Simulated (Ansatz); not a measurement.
## What a trial cell of Zr2Si3 relaxes into

Theory: DFT PBE, scalar-relativistic, plane waves, PAW (Ansatz). Cutoff 420 eV, Gaussian smearing, Γ-centred meshes. Cell and atoms relax first on a coarse mesh and then on a finer one. In between, the cell is made exact in the group found at 0.06 Å. In metals the finer mesh still leaves noise of several meV/atom or more. The steps can't lower the symmetry of their start. Collinear spin is switched on along the way, since trial moments persisted in a coarse test.

The cell of Zr2Si3 is invented: random cell by space group and Wyckoff sites (Pm-3m, No. 221). The dimensions are guesses.

```cif
data_structure
_symmetry_space_group_name_H-M 'Pm-3m'
_symmetry_Int_Tables_number 221
_cell_length_a 4.4927
_cell_length_b 4.4927
_cell_length_c 4.4927
_cell_angle_alpha 90.000
_cell_angle_beta 90.000
_cell_angle_gamma 90.000
_cell_volume 90.68
loop_
_atom_site_label
_atom_site_type_symbol
_atom_site_symmetry_multiplicity
_atom_site_Wyckoff_symbol
_atom_site_fract_x
_atom_site_fract_y
_atom_site_fract_z
_atom_site_occupancy
Zr1 Zr 1 a 0.00000 0.00000 0.00000 1
Zr2 Zr 1 b 0.50000 0.50000 0.50000 1
Si1 Si 3 d 0.50000 0.00000 0.00000 1
```

Formation energies are uncorrected and refer to the elements' standard structures at the same level.

**Question.** What does it relax into?

**Answer.** The symmetry stays Pm-3m (No. 221). The volume per atom grows by 27.3 %, from 18.1 to 23.1 Å³. The shortest distance goes from 2.25 Å (Zr–Si) to 2.43 Å (Zr–Si). The energy falls by about 0.28 eV/atom (the start's value is from the coarse mesh). Conventional cell: a = 4.869 Å. Zr on its first site is surrounded by 6 Si at 2.43 Å; Zr on its second site is surrounded by 12 Si at 3.44 Å; around Si lie 2 Zr at 2.43 Å, 4 Zr at 3.44 Å and 8 Si at 3.44 Å.

```cif
data_structure
_symmetry_space_group_name_H-M 'Pm-3m'
_symmetry_Int_Tables_number 221
_cell_length_a 4.8691
_cell_length_b 4.8691
_cell_length_c 4.8691
_cell_angle_alpha 90.000
_cell_angle_beta 90.000
_cell_angle_gamma 90.000
_cell_volume 115.44
loop_
_atom_site_label
_atom_site_type_symbol
_atom_site_symmetry_multiplicity
_atom_site_Wyckoff_symbol
_atom_site_fract_x
_atom_site_fract_y
_atom_site_fract_z
_atom_site_occupancy
Zr1 Zr 1 a 0.00000 0.00000 0.00000 1
Zr2 Zr 1 b 0.50000 0.50000 0.50000 1
Si1 Si 3 d 0.50000 0.00000 0.00000 1
```

**Question.** Give its energy and gap.

**Answer.**

* Formation energy: +0.76 eV/atom
* Gap on the 8×8×8 mesh of the 5-atom cell: 0 eV (a metal)
* Net moment per atom: 0.10 μB
* Moment by site: Zr 0.4 μB

A positive value: parting into the elements would lower its energy.

The last run used collinear spin and Gaussian smearing of 0.10 eV. The magnetic state reached may not be the lowest. A structure relaxed within its symmetry needn't be a true minimum. In all, the 4 runs took 2.2 min on 1 thread of Intel(R) Xeon(R) Processor @ 2.50GHz (Skylake/Cascade Lake), on a shared host. Another cell of Zr2Si3 relaxed alike but without spin, in P-4m2, lies 1.23 eV/atom lower, so this cell isn't the stable form at this level. Site moments count only spheres around the atoms; the net moment includes the space between them.
